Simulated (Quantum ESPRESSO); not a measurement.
pw.x input (Quantum ESPRESSO 7.5; PBEsol, PseudoDojo standard norm-conserving files, scalar-relativistic):

```
&CONTROL
  calculation = 'scf'
  pseudo_dir = './pseudo'
  outdir = './out'
  tprnfor = .true.
  tstress = .true.
/
&SYSTEM
  ibrav = 0
  nat = 12
  ntyp = 3
  ecutwfc = 84.0
  ecutrho = 336.0
  occupations = 'smearing'
  smearing = 'fd'
  degauss = 0.002
  nbnd = 57
/
&ELECTRONS
  conv_thr = 1.2e-09
/
ATOMIC_SPECIES
F 18.9984 F.upf
S 32.0600 S.upf
Y 88.9058 Y.upf
CELL_PARAMETERS angstrom
  4.031790189000   0.000000000000   0.000000000000
 -2.015895095000   3.491632727000   0.000000000000
  0.000000000000   0.000000000000  16.719820000000
ATOMIC_POSITIONS crystal
F   0.333333333000   0.666666667000   0.750000000000
F   0.666666667000   0.333333333000   0.250000000000
F   0.000000000000   0.000000000000   0.750000000000
F   0.000000000000   0.000000000000   0.250000000000
S   0.666666667000   0.333333333000   0.586130000000
S   0.333333333000   0.666666667000   0.413870000000
S   0.333333333000   0.666666667000   0.086130000000
S   0.666666667000   0.333333333000   0.913870000000
Y   0.666666667000   0.333333333000   0.750000000000
Y   0.333333333000   0.666666667000   0.250000000000
Y   0.000000000000   0.000000000000   0.500000000000
Y   0.000000000000   0.000000000000   0.000000000000
K_POINTS automatic
9 9 2 0 0 0
```

End of the output:

```

[...]
     the Fermi energy is     7.5913 ev
!    total energy              =    -612.82720424 Ry
     estimated scf accuracy    <          1.7E-10 Ry
     smearing contrib. (-TS)   =      -0.00000000 Ry
     internal energy E=F+TS    =    -612.82720424 Ry
     The total energy is F=E-TS. E is the sum of the following terms:
     one-electron contribution =    -256.88992671 Ry
     hartree contribution      =     170.60378840 Ry
     xc contribution           =    -132.27551030 Ry
     ewald contribution        =    -394.26555562 Ry
     convergence has been achieved in  12 iterations
     Forces acting on atoms (cartesian axes, Ry/au):
     atom    1 type  1   force =    -0.00000000   -0.00000000   -0.00000000
     atom    2 type  1   force =     0.00000000    0.00000000   -0.00000000
     atom    3 type  1   force =     0.00000000    0.00000000    0.00000000
     atom    4 type  1   force =    -0.00000000   -0.00000000    0.00000000
     atom    5 type  2   force =     0.00000000    0.00000000   -0.00383375
     atom    6 type  2   force =     0.00000000   -0.00000000    0.00383375
     atom    7 type  2   force =     0.00000000    0.00000000   -0.00383375
     atom    8 type  2   force =    -0.00000000   -0.00000000    0.00383375
     atom    9 type  3   force =     0.00000000   -0.00000000   -0.00000000
     atom   10 type  3   force =    -0.00000000   -0.00000000    0.00000000
     atom   11 type  3   force =     0.00000000    0.00000000    0.00000000
     atom   12 type  3   force =     0.00000000    0.00000000    0.00000000
     Total force =     0.007668     Total SCF correction =     0.000016
     Computing stress (Cartesian axis) and pressure
          total   stress  (Ry/bohr**3)                   (kbar)     P=      -15.48
  -0.00012077  -0.00000000   0.00000000          -17.77       -0.00        0.00
  -0.00000000  -0.00012077   0.00000000           -0.00      -17.77        0.00
   0.00000000   0.00000000  -0.00007416            0.00        0.00      -10.91
```
In a gapped system the printed Fermi energy is only some level inside the gap.

Geometry of the Materials Project entry, not relaxed at this level.
